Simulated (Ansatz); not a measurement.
CdSe: from a starting cell to a relaxed one

The start is a relaxed CdSe cell deformed by the Cartesian strain tensor (xx, yy, zz, yz, xz, xy) = (-0.023, -0.089, 0.010, -0.061, -0.104, 0.092). Cell shape, volume and atoms are optimised at zero target pressure with PBE (plane waves to 420 eV, PAW, scalar-relativistic; Ansatz, a first-principles code). The first steps use a coarse 7×7×6 k-mesh.

Input geometry:
```
CdSe
1.0
   -0.03408     2.63187     2.93858
    2.70622     0.09604     2.80846
    3.31346     3.10898    -0.51119
Se Cd
1 1
Direct
  0.75000   0.75000   0.75000
  0.00000   0.00000   0.00000
```

Question: How large is the pressure on the unrelaxed cell, and of which sign?

Answer: +13.9 GPa (positive: the cell is compressed).

Question: How much energy is released per atom?

Answer: 0.45 eV/atom.

Question: Is the parent structure recovered?

Answer: The parent structure is recovered, F-43m (No. 216).

Question: How do the shortest distances between atoms change?

Answer: The closest pairs of elements (up to four, under 3.6 Å), start → end: Cd–Se 2.36 → 2.68 Å.

The end point of the relaxation:

Space group F-43m (No. 216); a = b = c = 6.196 Å, α = β = γ = 90.00°

```tsv
atom	site	symmetry	x	y	z
Se	4a	-43m	0.0000	0.0000	0.0000
Cd	4d	-43m	0.7500	0.7500	0.7500
```
(The calculation used a cell of 2 atoms; values per cell refer to that cell.)

Final values are on a 9×9×9 k-mesh of the relaxed cell. No spin polarisation in the result.
